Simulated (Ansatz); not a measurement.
With r²SCAN+D4 in the plane-wave PAW code Ansatz, I in the molecular I2 type structure (Cmce) relaxes to a = 7.509 Å, b = 4.589 Å, c = 9.791 Å.

The Kohn–Sham gap is 1.21 eV (indirect).

Symmetry was held in the r²SCAN+D4 relaxation. Scalar-relativistic: spin–orbit coupling is off unless named, which matters more the heavier the elements.

Potentials: the earlier of the program's two PAW sets.
